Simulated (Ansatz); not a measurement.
Relaxed WSi2 (MoSi2 type, space group I4/mmm):

```yaml
crystal:
  lattice:
    - [-1.61472, 1.61472, 3.93387]
    - [1.61472, -1.61472, 3.93387]
    - [1.61472, 1.61472, -3.93387]
  atoms:
    - { symbol: W, position: [0.00000, 0.00000, 0.00000] }
    - { symbol: Si, position: [0.33458, 0.33458, 0.00000] }
    - { symbol: Si, position: [0.66542, 0.66542, 0.00000] }
```

In each cell atom 1 (W, nearest neighbour Si at 2.628 Å; its periodic images, 3.2 Å or more away, move with it) moves by s·(0.707, 0.707, 0.000) (along Cartesian [110]), the rest being held.

Calculation: PBE (plane waves to 420 eV, PAW, scalar-relativistic; Ansatz, a quantum-chemistry and plane-wave program). k mesh 16×16×16 (Γ-centred), Fermi-Dirac smearing 0.05 eV. Energies are smeared free energies. Left out: 2 of 11 points, with atoms too close for the PAW data. With partly filled bands, energies and forces of such displacements shift with the k mesh and the smearing. Spin-orbit coupling is left out, though W is heavy. The PAW data are Ansatz's earlier set. WSi2 is run without spin polarisation. WSi2 was relaxed with its symmetry unable to fall. The zero of ΔE is the undisplaced structure. The last digit holds for this mesh only.

```
s (Å)   ΔE (meV/cell)
------  -------------
-0.632       withheld
-0.474         1480.2
-0.316          574.2
-0.158          130.3
0.000             0.0
0.158           130.3
0.316           574.2
0.474          1480.2
0.632        withheld
```

Fit an even polynomial form (powers 2, 4, 6) to the given rows and predict ΔE at s = -0.632.

Least squares on the 7 given rows: ΔE = (5038)·s² + (7321)·s⁴ + (-1875)·s⁶, in meV/cell with s in Å; root-mean-square residual 0.01 meV/cell. At -0.632 the fit gives 3060.8 meV/cell; the calculation gives 3070.6 meV/cell, so the extrapolation is off by -9.8 (-0.3 %). The quadratic term alone would give 2012.3 meV/cell.

(A displaced cell: forces are minus the slopes of the energy, force constants its curvatures, and phonons follow from these.)
